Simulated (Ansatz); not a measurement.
# Field gradients of MgMnCd6O8 from run to run

Cell of run 1: a computed structure from the Materials Project (it need not be an observed phase), taken as it stands.

Space group Fm-3m (No. 225); a = 9.4215 Å.

| site | Wyckoff | site symmetry | x | y | z |
| --- | --- | --- | --- | --- | --- |
| Mg | 4b | m-3m | 0.5000 | 0.5000 | 0.5000 |
| Mn | 4a | m-3m | 0.0000 | 0.0000 | 0.0000 |
| Cd | 24d | m.mm | 0.0000 | 0.2500 | 0.2500 |
| O9 | 24e | 4m.m | 0.2550 | 0.5000 | 0.5000 |
| O10 | 8c | -43m | 0.2500 | 0.2500 | 0.2500 |

One atom of each set is listed; the run and its k-mesh use a cell of 16 atoms with edges of 6.66, 6.66, 6.66 Å.

All runs are DFT with Ansatz 0.2.0 (plane waves and PAW, scalar-relativistic unless spin–orbit coupling is named, Γ-centred meshes, Fermi–Dirac smearing where given) in this cell. Start moments of run 1 as typed (μB): 5 on each Mn, none on the rest.

Run 1: PBE, with a start moment, atoms as given; 420 eV, 6×6×6 k-points, smearing 0.05 eV.
Run 2: r2SCAN, with a start moment, atoms as given; 500 eV, 6×6×6 k-points, smearing 0.05 eV.
Run 3: PBE+U, with a start moment, atoms as given; 420 eV, 6×6×6 k-points, smearing 0.05 eV (U = 4.9 eV on Mn d).

```csv
run,Cd V_zz (η),O9 V_zz (η),absolute moment (μB)
1,-0.72 (0.68),-1.24 (0.00),5.0
2,-0.82 (0.74),-1.07 (0.00),5.1
3,?,?,?
```

V_zz in 10²¹ V/m²; 2 of the 5 sets of like atoms are followed.

(1) Estimate the row of run 3.

Answers

(1) Cd: -0.82 (0.66); O9: -1.51 (0.00); absolute moment (μB): 5.0. It lies nearest to run 1, from whose tensors on these sites it differs by 0.27 at most (largest principal value of the difference, on O9). Taken one at a time, the Hubbard term moves the tensors on these sites by up to 0.27 (largest principal value of the change, on O9), the functional (r2SCAN with its higher cutoff) by 0.17 (O9). Without a gap such differences can lie within the error of the k-mesh, so this order isn't firm.

Without spin–orbit coupling (the program notes it for Cd) the gradients can shift somewhat, as the gap is small. Semilocal functionals can leave a metal where correlation in the d or f shell opens a gap in the real compound, and that would change the values at and beside Mn. The magnetic order is the one that the run reached from its start moments, not necessarily the measured one. Semilocal functionals make gaps too small and can close them, so the real compound need not be a metal. For runs 1, 2, 3: All moments are parallel here, as the start or the cell imposes; many such compounds order antiparallel, where fields and spin densities carried over to other atoms largely cancel. In run 2 the program didn't check the stability of the electronic state in full, so a lower one may lie near. In run 2 the gap is small for the k-mesh or the smearing, and small gradients can still move by 0.1 × 10²¹ V/m² or more. In runs 1, 3 there is no gap above 0.1 eV, so the gradients can move by 10 % or more with the k-mesh. The cell isn't the equilibrium one in run 2 (calculated pressure -7 GPa), and the entry's cell may itself be off.
